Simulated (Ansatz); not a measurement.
Input and output for YIn: DFT, r2SCAN, PAW with Ansatz's default frozen-core files, scalar-relativistic (Ansatz 0.2.0). This run: atoms relaxed at 1 of the base cell's volume.

The base volume is that of a database entry, so it needn't be at zero pressure; the structure needn't be the stable phase, at rest or compressed.

Command: `ansatz run input.yaml --threads 1 --pin off --max-ram 2048MiB --backend cpu --events-out ev --progress --plain --runs-dir out` It took 11 s on 1 thread of Arm Neoverse V1 (shared host), peak memory 0.51 GiB.

```yaml
crystal:
  lattice:
    - [3.81, 0.0, 0.0]
    - [0.0, 3.81, 0.0]
    - [0.0, 0.0, 3.81]
  atoms:
    - { symbol: "Y", position: [0.5, 0.5, 0.5] }
    - { symbol: In, position: [0.0, 0.0, 0.0] }
kpoints:
  mp_grid: { grid: [10, 10, 10] }
scf:
  occupations: { method: fermi_dirac, width: 0.05 }
hamiltonian:
  xc: r2scan
  pseudopotentials: { kind: paw }
output:
  forces: true
  stress: true
relax:
  f_tol: 0.01
  max_steps: 30
```

Output:

```
Warning: output.stress: scf.convergence.dr2_threshold = 1e-7 eV (the SCF's general default) is looser than the 2e-10 eV advised for a printed stress (1e-10 eV for each atom of the cell: 2). What an SCF threshold leaves in a stress goes as its square root, and in the free energy as the threshold itself, and one threshold admits the most on a small cell: of the crystals measured, under no hybrid functional and no lock of the moments, on runs that ended without the residual-converged pass, on stresses that held no estimate of that error, the worst erred by over 100 MPa in a component at 1e-7 eV an atom and by under 5 at 1e-10. Every solve of this run answers to scf.convergence.dr2_threshold, and the tensor of one is reported: a single SCF on the reported geometry and on this run's grids (its basis.xc_grid and basis.ecutrho_ratio typed), with scf.convergence.dr2_threshold at 2e-10 eV or tighter, prints it and tightens no other solve. Else set scf.convergence.dr2_threshold to 2e-10 eV or tighter. The threshold is an SCF's pass mark: one that does not reach it within its budget of iterations ends unconverged, or closes short of it on a stop that the run arms, and scf.convergence.dr2_threshold's page says what that costs each kind of run
Engine: ansatz 0.2.0
Pseudopotentials: kind: paw
Pseudopotential: Y, paw, valence charge 11, recommended cutoff 500 eV (meta_gga), Y.paw.azcp
Pseudopotential: In, paw, valence charge 13, recommended cutoff 500 eV (meta_gga), In.paw.azcp
Functional definition: r2SCAN
  parameter k0 = 0.174
  parameter k1 = 0.065
  parameter a1 = 4.9479
  exchange = r2scan_x(k0 = k0, k1 = k1, a1 = a1)
  correlation = r2scan_c
Crystal: 2 atoms, lattice volume = 55.306 Å³
Basis set: ecut = 500 eV, 1365 PW (Γ), exchange–correlation on 120×120×120 points (64 copies of the dense FFT grid, shifted against one another)
Bands: 16, of which v1, the nominal top of the filled ones, is band 12 counted from 1 (11 counted from 0)
Symmetry: 48 space group operations
Space group: Pm-3m (ITA 221), of the structure as read, at distance tolerance 3.8e-5 Å
k-points: 56 of 1000
Non-local potential: Y, projectors of the file, l = 0: 3, l = 1: 2, l = 2: 2, l = 3: 1
Non-local potential: In, projectors of the file, l = 0: 2, l = 1: 2, l = 2: 2, l = 3: 2
PAW form: soft (Blöchl's): semilocal exchange-correlation on the pseudo side does not see the compensation charge
PAW frozen core: Y, regenerated for the run's functional (the file was generated under x = pbe(κ = 0.804, μ = 0.2195149727645171), c = pbe(β = 0.06672455060314922))
PAW frozen core: In, regenerated for the run's functional (the file was generated under x = pbe(κ = 0.804, μ = 0.2195149727645171), c = pbe(β = 0.06672455060314922))
PAW one-centre angular grid: Y, 590 points (default); XC on 160 Gauss nodes
PAW one-centre angular grid: In, 590 points (default); XC on 289 of its mesh's 2783 points in the sphere
Initial density: superposition of atomic densities (neutral atoms: chi_scale 0, normalization atom), corrected by the library's trained network
Initial wavefunctions: pseudopotential atomic-orbital guess
Functional: x = r2scan, c = r2scan; τ floored in thin density (d = 2e-4 eV/Å³)
SCF iter   1: F=—  HF=-9472.731284 eV  |F-HF|=—  |Δ(HF+E_count)|=         —  Δρ=6.07e-3  dr2=1.36e-2  dr2_τ=6.86e-3  ethr=1.77e-3  ⟨swp⟩=5.7  Hψ=4459  notcnv=0
preconditioner: auto → Kerker (q_TF=auto, 2.374 Å⁻¹)  [metal: Δε(μ)=0.078 eV  Ē_g=12.782 eV  σ=0.050 eV  W_gap=0.33  n_scr=18 (ndim 8)  ℏωp=20.0 eV  f_vac=0.000  D(μ)=0.90/eV (n_scr^D=6)]
SCF iter   2: F=—  HF=-9472.758645 eV  |F-HF|=—  |Δ(HF+E_count)|=   2.74e-2  Δρ=3.17e-3  dr2=4.98e-3  dr2_τ=1.09e-4  ethr=5.66e-5  ⟨swp⟩=2.8  Hψ=2161  notcnv=0
SCF iter   3: F=—  HF=-9472.758383 eV  |F-HF|=—  |Δ(HF+E_count)|=   2.62e-4  Δρ=6.06e-4  dr2=2.49e-4  dr2_τ=3.21e-5  ethr=2.08e-5  ⟨swp⟩=3.0  Hψ=1653  notcnv=0
SCF iter   4: F=—  HF=-9472.758500 eV  |F-HF|=—  |Δ(HF+E_count)|=   1.16e-4  Δρ=1.95e-4  dr2=2.09e-5  dr2_τ=2.55e-7  ethr=1.04e-6  ⟨swp⟩=2.1  Hψ=1466  notcnv=0
SCF iter   5: F=—  HF=-9472.758515 eV  |F-HF|=—  |Δ(HF+E_count)|=   1.59e-5  Δρ=3.05e-5  dr2=7.47e-7  dr2_τ=4.53e-8  ethr=8.69e-8  ⟨swp⟩=2.3  Hψ=1458  notcnv=0
SCF iter   6: F=—  HF=-9472.758516 eV  |F-HF|=—  |Δ(HF+E_count)|=   4.24e-7  Δρ=1.54e-5  dr2=1.99e-7  dr2_τ=1.77e-9  ethr=4.17e-10  ⟨swp⟩=4.9  Hψ=3079  notcnv=0
SCF iter   7: F=-9472.758516 eV  HF=-9472.758516 eV  |F-HF|=7.57e-9  |Δ(HF+E_count)|=   6.99e-8  Δρ=6.49e-6  dr2=5.16e-8  dr2_τ=6.72e-10  ethr=4.17e-10  ⟨swp⟩=4.0  Hψ=2660  notcnv=0
SCF 1 converged in 7 iterations: F = -9472.758516 eV  dr2 = 5.16e-8
  greatest PAW one-centre occupation: 0.996 electrons in one spin orbital (limit 2), on the Y atom at site 0 (counted from 0), in its partial waves of l = 0
relax step   1: F+E_penalty+E_count = -9472.75851596 eV  Δ(F+E_penalty+E_count) = +0.000e0 eV  max|allowed force component| = 9.236e-30 eV/Å  Δτ_max = 0.0000 Å  (7 SCF iters, accepted)
Initial density: handed on by an earlier stage of this run
Initial wavefunctions: those handed on with the density
iter 1 solved again at ethr=2.15e-10 eV; its pass at ethr=3.10e-3 eV (dr2=5.16e-8 eV) is discarded
SCF iter   1: F=—  HF=-9472.758516 eV  |F-HF|=—  |Δ(HF+E_count)|=         —  Δρ=6.49e-6  dr2=5.16e-8  dr2_τ=6.73e-10  ethr=2.15e-10  ⟨swp⟩=1.0  Hψ=5092  notcnv=0
preconditioner: auto → Kerker (q_TF=auto, 2.374 Å⁻¹)  [metal: Δε(μ)=0.014 eV  Ē_g=12.661 eV  σ=0.050 eV  W_gap=0.07  n_scr=18 (ndim 8)  ℏωp=20.0 eV  f_vac=0.000  D(μ)=0.90/eV (n_scr^D=6)]
SCF iter   2: F=-9472.758516 eV  HF=-9472.758516 eV  |F-HF|=5.89e-9  |Δ(HF+E_count)|=   5.92e-9  Δρ=4.77e-6  dr2=2.81e-8  dr2_τ=3.04e-10  ethr=2.15e-10  ⟨swp⟩=3.7  Hψ=2366  notcnv=0
SCF 2 converged in 2 iterations: F = -9472.758516 eV  dr2 = 2.81e-8
SCF converged after 2 iterations
Free energy (F): -9472.758516 eV
Harris-Foulkes:  -9472.758516 eV  (|F-HF|=5.89e-9)
Internal energy: -9472.750988 eV  (E = F + TS)
E sigma→0 (E₀):  -9472.754752 eV
Entropy (-TS):   -0.007528 eV (-3.764 meV/atom)
Fermi energy:    10.827215 eV
--- Per-component energies (eV) ---
  E_band       = -144.200838
  E_kinetic    = 546.522977
  E_local      = -1670.758864  (includes V_loc(G=0)·N_el)
  E_nonlocal   = 415.583363
  E_hartree    = 617.014076
  E_xc         = -369.320847
  E_vxc        = -329.610791  (∫ρ·V_xc dr)
  E_paw        = -7024.299572  (= ΣΔE_a)
  E_vpaw       = -359.798622  (= ΣTr[D̂ρ^β])
  E_aug_tail   = 0.000010  (compensation charges beyond the density's cutoff)
  E_vtau       = 19.831256  (kinetic-family band-sum trace: ∫τ·v_τ [+ j·A + Jᵃ·Aᵃ] dr)
  E_ewald      = -1988.303721
  E_core_change = 0.811592  (= ΣΔE_core)
  E_smearing   = -0.007528  (= −TS)
  E_closure    = 0.000000  (closes the sum)
  Σ components = -9472.758516   (vs F -9472.758516, Δ=0.00e0)
--- Forces (eV/Å), atoms counted from 1 ---
  atom   1  Y      0.00000000     0.00000000     0.00000000
  atom   2  In     0.00000000     0.00000000     0.00000000
  max |Σ_I F_I| component: 3.35e-30 eV/Å
--- Stress (GPa, compression-positive) ---
       -2.532623      -0.000000       0.000000
       -0.000000      -2.532623       0.000000
       -0.000000       0.000000      -2.532623
  P = ⅓ Tr σ = -2.5326 GPa (-25.326 kbar)
--- Relaxed structure (1 steps of the walk, 1 accepted, 0 SCFs on fresh bases) ---
  F+E_penalty+E_count = -9472.75851596 eV   max|allowed force component| = 9.236e-30 eV/Å
  atoms:
    - { symbol: Y, position: [0.5, 0.5, 0.5] }
    - { symbol: In, position: [0.0, 0.0, 0.0] }
```

Next run (the series' base cell), as changes to the input before:

```diff
   mp_grid: { grid: [10, 10, 10] }
+  band_path:
+    path:
+      - [0.0, 0.0, 0.0]
+      - [0.0, 0.5, 0.0]
+      - [0.5, 0.5, 0.0]
+      - [0.0, 0.0, 0.0]
+      - [0.5, 0.5, 0.5]
+      - [0.0, 0.5, 0.0]
+      - [0.5, 0.5, 0.5]
+      - [0.5, 0.5, 0.0]
+    npoints: 6
 scf:
   stress: true
-relax:
-  f_tol: 0.01
-  max_steps: 30
+  eigenvalues: true
+  efg: { contact_densities: true }
+  populations: true
```

Results part of the output:

```
SCF 1 converged in 7 iterations: F = -9472.758516 eV  dr2 = 5.16e-8
  greatest PAW one-centre occupation: 0.996 electrons in one spin orbital (limit 2), on the Y atom at site 0 (counted from 0), in its partial waves of l = 0
NSCF: frozen V_eff on 43 k-points
SCF converged after 7 iterations
Free energy (F): -9472.758516 eV
Harris-Foulkes:  -9472.758516 eV  (|F-HF|=7.58e-9)
Internal energy: -9472.750988 eV  (E = F + TS)
E sigma→0 (E₀):  -9472.754752 eV
Entropy (-TS):   -0.007528 eV (-3.764 meV/atom)
Fermi energy:    10.827225 eV
--- Per-component energies (eV) ---
  E_band       = -144.200242
  E_kinetic    = 546.523196
  E_local      = -1670.758407  (includes V_loc(G=0)·N_el)
  E_nonlocal   = 415.583058
  E_hartree    = 617.013633
  E_xc         = -369.320858
  E_vxc        = -329.610815  (∫ρ·V_xc dr)
  E_paw        = -7024.299491  (= ΣΔE_a)
  E_vpaw       = -359.798480  (= ΣTr[D̂ρ^β])
  E_aug_tail   = 0.000010  (compensation charges beyond the density's cutoff)
  E_vtau       = 19.831255  (kinetic-family band-sum trace: ∫τ·v_τ [+ j·A + Jᵃ·Aᵃ] dr)
  E_ewald      = -1988.303721
  E_core_change = 0.811592  (= ΣΔE_core)
  E_smearing   = -0.007528  (= −TS)
  E_closure    = 0.000000  (closes the sum)
  Σ components = -9472.758516   (vs F -9472.758516, Δ=0.00e0)
--- Forces (eV/Å), atoms counted from 1 ---
  atom   1  Y      0.00000000     0.00000000    -0.00000000
  atom   2  In    -0.00000000     0.00000000     0.00000000
  max |Σ_I F_I| component: 8.35e-30 eV/Å
--- Stress (GPa, compression-positive) ---
       -2.532845      -0.000000      -0.000000
       -0.000000      -2.532845       0.000000
       -0.000000       0.000000      -2.532845
  P = ⅓ Tr σ = -2.5328 GPa (-25.328 kbar)
--- PAW observables at the nuclei: V_zz in 10²¹ V/m², potentials from the cell's mean, atoms counted from 1 ---
  atom   1  Y  V_zz =    -0.000000   η = 0.0000   by run symmetry: forbidden
            electrostatic potential = -5715.548602 V   contact ρ = 443558.671357 e/Å³
  atom   2  In V_zz =    -0.000000   η = 0.0000   by run symmetry: forbidden
            electrostatic potential = -7940.665299 V   contact ρ = 1132306.966345 e/Å³
--- Band table (eV; the first three rows and the last of 56) ---
  k-point 0: bands = ["-33.9968", "-13.2464", "-13.2464", "-13.2464", "-4.2667", "-4.2667", "-4.1823", "-4.1823", "-4.1823", "2.3822", "10.4749", "10.4749", "13.6739", "13.6739", "13.6739", "14.3342"]
  k-point 1: bands = ["-33.9958", "-13.2653", "-13.2451", "-13.2451", "-4.2654", "-4.2545", "-4.1845", "-4.1845", "-4.1816", "2.5103", "10.2849", "10.5162", "13.1132", "13.1132", "13.3643", "14.3402"]
  k-point 2: bands = ["-33.9930", "-13.3144", "-13.2416", "-13.2416", "-4.2620", "-4.2225", "-4.1904", "-4.1904", "-4.1799", "2.8860", "9.5258", "10.6299", "12.4403", "12.4403", "13.2824", "14.3560"]
  k-point 55: bands = ["-33.9645", "-13.3900", "-13.3900", "-13.3900", "-4.2386", "-4.2386", "-4.2386", "-4.0647", "-4.0647", "8.0782", "8.1733", "8.1733", "8.1733", "14.3908", "14.3908", "14.3908"]
--- Löwdin populations: 2 sites ---
  site symbol       q [e]
     0      Y     10.4598
     1     In     13.4974
  spilling = 0.001784 (of n_electrons = 24.000000)
```

Next run (atoms relaxed at 0.8 of the base cell's volume), as changes to the input before:

```diff
   lattice:
-    - [3.81, 0.0, 0.0]
-    - [0.0, 3.81, 0.0]
-    - [0.0, 0.0, 3.81]
+    - [3.5368906912, 0.0, 0.0]
+    - [0.0, 3.5368906912, 0.0]
+    - [0.0, 0.0, 3.5368906912]
   atoms:
   mp_grid: { grid: [10, 10, 10] }
-  band_path:
-    path:
-      - [0.0, 0.0, 0.0]
-      - [0.0, 0.5, 0.0]
-      - [0.5, 0.5, 0.0]
-      - [0.0, 0.0, 0.0]
-      - [0.5, 0.5, 0.5]
-      - [0.0, 0.5, 0.0]
-      - [0.5, 0.5, 0.5]
-      - [0.5, 0.5, 0.0]
-    npoints: 6
 scf:
   stress: true
-  eigenvalues: true
-  efg: { contact_densities: true }
-  populations: true
+relax:
+  f_tol: 0.01
+  max_steps: 30
```

Results part of the output:

```
Warning: output.stress: scf.convergence.dr2_threshold = 1e-7 eV (the SCF's general default) is looser than the 2e-10 eV advised for a printed stress (1e-10 eV for each atom of the cell: 2). What an SCF threshold leaves in a stress goes as its square root, and in the free energy as the threshold itself, and one threshold admits the most on a small cell: of the crystals measured, under no hybrid fun
SCF 2 converged in 2 iterations: F = -9472.409170 eV  dr2 = 7.68e-9
SCF converged after 2 iterations
Free energy (F): -9472.409170 eV
Harris-Foulkes:  -9472.409170 eV  (|F-HF|=9.67e-9)
Internal energy: -9472.404309 eV  (E = F + TS)
E sigma→0 (E₀):  -9472.406740 eV
Entropy (-TS):   -0.004861 eV (-2.431 meV/atom)
Fermi energy:    13.966024 eV
--- Per-component energies (eV) ---
  E_band       = -66.579848
  E_kinetic    = 556.025464
  E_local      = -1447.791552  (includes V_loc(G=0)·N_el)
  E_nonlocal   = 415.896155
  E_hartree    = 542.097173
  E_xc         = -373.478006
  E_vxc        = -335.438680  (∫ρ·V_xc dr)
  E_paw        = -7024.129889  (= ΣΔE_a)
  E_vpaw       = -359.458640  (= ΣTr[D̂ρ^β])
  E_aug_tail   = 0.000011  (compensation charges beyond the density's cutoff)
  E_vtau       = 19.993207  (kinetic-family band-sum trace: ∫τ·v_τ [+ j·A + Jᵃ·Aᵃ] dr)
  E_ewald      = -2141.835256
  E_core_change = 0.811592  (= ΣΔE_core)
  E_smearing   = -0.004861  (= −TS)
  E_closure    = -0.000000  (closes the sum)
  Σ components = -9472.409170   (vs F -9472.409170, Δ=0.00e0)
--- Forces (eV/Å), atoms counted from 1 ---
  atom   1  Y      0.00000000     0.00000000     0.00000000
  atom   2  In     0.00000000    -0.00000000    -0.00000000
  max |Σ_I F_I| component: 6.31e-30 eV/Å
--- Stress (GPa, compression-positive) ---
       16.046952       0.000000       0.000000
       -0.000000      16.046952       0.000000
        0.000000      -0.000000      16.046952
  P = ⅓ Tr σ = 16.0470 GPa (160.470 kbar)
--- Relaxed structure (1 steps of the walk, 1 accepted, 0 SCFs on fresh bases) ---
  F+E_penalty+E_count = -9472.40917009 eV   max|allowed force component| = 1.052e-30 eV/Å
  atoms:
    - { symbol: Y, position: [0.5, 0.5, 0.5] }
    - { symbol: In, position: [0.0, 0.0, 0.0] }
```

Next run (volume at 0.8 of the series' base cell), as changes to the input before:

```diff
   mp_grid: { grid: [10, 10, 10] }
+  band_path:
+    path:
+      - [0.0, 0.0, 0.0]
+      - [0.0, 0.5, 0.0]
+      - [0.5, 0.5, 0.0]
+      - [0.0, 0.0, 0.0]
+      - [0.5, 0.5, 0.5]
+      - [0.0, 0.5, 0.0]
+      - [0.5, 0.5, 0.5]
+      - [0.5, 0.5, 0.0]
+    npoints: 6
 scf:
   stress: true
-relax:
-  f_tol: 0.01
-  max_steps: 30
+  eigenvalues: true
+  efg: { contact_densities: true }
+  populations: true
```

Results part of the output:

```
SCF 1 converged in 6 iterations: F = -9472.409170 eV  dr2 = 5.29e-8
  greatest PAW one-centre occupation: 0.996 electrons in one spin orbital (limit 2), on the Y atom at site 0 (counted from 0), in its partial waves of l = 0
NSCF: frozen V_eff on 43 k-points
SCF converged after 6 iterations
Free energy (F): -9472.409170 eV
Harris-Foulkes:  -9472.409170 eV  (|F-HF|=6.25e-9)
Internal energy: -9472.404309 eV  (E = F + TS)
E sigma→0 (E₀):  -9472.406739 eV
Entropy (-TS):   -0.004861 eV (-2.431 meV/atom)
Fermi energy:    13.966016 eV
--- Per-component energies (eV) ---
  E_band       = -66.577293
  E_kinetic    = 556.026612
  E_local      = -1447.788110  (includes V_loc(G=0)·N_el)
  E_nonlocal   = 415.893803
  E_hartree    = 542.094245
  E_xc         = -373.478275
  E_vxc        = -335.439128  (∫ρ·V_xc dr)
  E_paw        = -7024.128932  (= ΣΔE_a)
  E_vpaw       = -359.458024  (= ΣTr[D̂ρ^β])
  E_aug_tail   = 0.000011  (compensation charges beyond the density's cutoff)
  E_vtau       = 19.993244  (kinetic-family band-sum trace: ∫τ·v_τ [+ j·A + Jᵃ·Aᵃ] dr)
  E_ewald      = -2141.835256
  E_core_change = 0.811592  (= ΣΔE_core)
  E_smearing   = -0.004861  (= −TS)
  E_closure    = 0.000000  (closes the sum)
  Σ components = -9472.409170   (vs F -9472.409170, Δ=0.00e0)
--- Forces (eV/Å), atoms counted from 1 ---
  atom   1  Y      0.00000000     0.00000000    -0.00000000
  atom   2  In    -0.00000000    -0.00000000     0.00000000
  max |Σ_I F_I| component: 8.35e-30 eV/Å
--- Stress (GPa, compression-positive) ---
       16.046675       0.000000       0.000000
        0.000000      16.046675      -0.000000
       -0.000000       0.000000      16.046675
  P = ⅓ Tr σ = 16.0467 GPa (160.467 kbar)
--- PAW observables at the nuclei: V_zz in 10²¹ V/m², potentials from the cell's mean, atoms counted from 1 ---
  atom   1  Y  V_zz =    -0.000000   η = 0.0000   by run symmetry: forbidden
            electrostatic potential = -5720.393410 V   contact ρ = 443559.087639 e/Å³
  atom   2  In V_zz =    -0.000000   η = 0.0000   by run symmetry: forbidden
            electrostatic potential = -7944.427227 V   contact ρ = 1132313.458273 e/Å³
--- Band table (eV; the first three rows and the last of 56) ---
  k-point 0: bands = ["-30.0983", "-9.3681", "-9.3681", "-9.3681", "-1.3849", "-1.3849", "-1.1889", "-1.1889", "-1.1889", "4.6208", "13.4279", "13.4279", "17.6875", "17.6875", "17.6875", "18.4157"]
  k-point 1: bands = ["-30.0953", "-9.4130", "-9.3656", "-9.3656", "-1.3818", "-1.3606", "-1.1913", "-1.1913", "-1.1875", "4.7863", "13.2892", "13.4685", "16.9049", "16.9049", "17.3668", "18.4160"]
  k-point 2: bands = ["-30.0873", "-9.5285", "-9.3591", "-9.3591", "-1.3736", "-1.2967", "-1.1975", "-1.1975", "-1.1838", "5.2673", "12.6269", "13.5802", "15.9985", "15.9985", "17.2153", "18.4168"]
  k-point 55: bands = ["-30.0077", "-9.6926", "-9.6926", "-9.6926", "-1.2530", "-1.2530", "-1.2530", "-0.9900", "-0.9900", "10.6390", "10.6390", "10.6390", "11.8340", "18.8843", "18.8843", "18.8843"]
--- Löwdin populations: 2 sites ---
  site symbol       q [e]
     0      Y     10.6883
     1     In     13.2748
  spilling = 0.001537 (of n_electrons = 24.000000)
```

The PAW files were made under PBE.
